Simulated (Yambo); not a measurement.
Yambo run on RbLaTa$_{2}$O$_{7}$ (space group P4/mmm, No. 123). The wavefunctions come from this Quantum ESPRESSO step (PBEsol, PseudoDojo standard norm-conserving files, scalar-relativistic):

```
&CONTROL
  calculation = 'nscf'
  pseudo_dir = './pseudo'
  outdir = './out'
/
&SYSTEM
  ibrav = 0
  nat = 11
  ntyp = 4
  ecutwfc = 110.0
  ecutrho = 440.0
  occupations = 'fixed'
  force_symmorphic = .true.
  nbnd = 264
/
&ELECTRONS
  conv_thr = 1.1000000000000001e-08
  diago_full_acc = .true.
  diago_thr_init = 1e-08
/
ATOMIC_SPECIES
O 15.9990 O.upf
Rb 85.4678 Rb.upf
La 138.9055 La.upf
Ta 180.9479 Ta.upf
CELL_PARAMETERS angstrom
  3.910390000000   0.000000000000   0.000000000000
  0.000000000000   3.910390000000   0.000000000000
  0.000000000000   0.000000000000  11.314460000000
ATOMIC_POSITIONS crystal
O   0.000000000000   0.000000000000   0.000000000000
O   0.000000000000   0.500000000000   0.165590000000
O   0.000000000000   0.500000000000   0.834410000000
O   0.500000000000   0.000000000000   0.165590000000
O   0.500000000000   0.000000000000   0.834410000000
O   0.000000000000   0.000000000000   0.362980000000
O   0.000000000000   0.000000000000   0.637020000000
Rb   0.500000000000   0.500000000000   0.500000000000
La   0.500000000000   0.500000000000   0.000000000000
Ta   0.000000000000   0.000000000000   0.203680000000
Ta   0.000000000000   0.000000000000   0.796320000000
K_POINTS automatic
4 4 1 0 0 0
```

Yambo input:

```
rim_cut
gw0
dyson
el_el_corr
HF_and_locXC
ppa
em1d
RandQpts= 1000000
RandGvec= 1 Ry
EXXRLvcs= 110 Ry
VXCRLvcs= 440 Ry
Chimod= "HARTREE"
% BndsRnXp
 3 | 263 |
%
NGsBlkXp= 7 Ry
% LongDrXp
 1.0 | 1.0 | 1.0 |
%
PPAPntXp= 27.2114 eV
% GbndRnge
 1 | 263 |
%
GTermKind= "BG"
DysSolver= "n"
ExtendOut
% QPkrange
 1 | 1 | 44 | 45 |
 3 | 3 | 44 | 45 |
 6 | 6 | 44 | 45 |
%
```

k points by index: 1 = Γ, 3 = X, 6 = M.

The o-*.qp file then holds:

```
#    K-point    Band    Eo [eV]    E [eV]    E-Eo [eV]    Vxc [eV]    Vnlxc [eV]    Sc|Eo [eV]    Sc|E [eV]    dSc/dw|Eo [eV]    Re(Z)    Im(Z)
#
    1    44    -0.146150    -0.853045    -0.706895    -19.87822    -25.27949    4.502086    4.694369    -7.400429    0.786186    -0.001310
    1    45    2.275562    3.528104    1.252542    -14.69244    -8.858986    -4.335677    -4.580913    -5.327317    0.836276    -0.963040E-3
    3    44    -0.163488    -0.763825    -0.600336    -19.14132    -24.20231    4.293319    4.460653    -7.583198    0.782056    -0.001304
    3    45    4.002047    7.523177    3.521130    -15.82478    -3.564076    -7.787568    -8.739574    -7.356710    0.787180    -0.001275
    6    44    0.000000    -0.493065    -0.493065    -19.31339    -24.19801    4.253065    4.391562    -7.641621    0.780745    -0.001286
    6    45    4.031593    7.523188    3.491596    -15.90331    -3.744925    -7.724085    -8.666787    -7.346428    0.787414    -0.001274
```
(The two width columns are left out.) Convergence of these settings isn't established.

Spin-orbit coupling is not included.

Geometry of the Materials Project entry, not relaxed at this level.

The structure is a Materials Project entry; no match was found in the copy of COD used, and its stability was not checked.
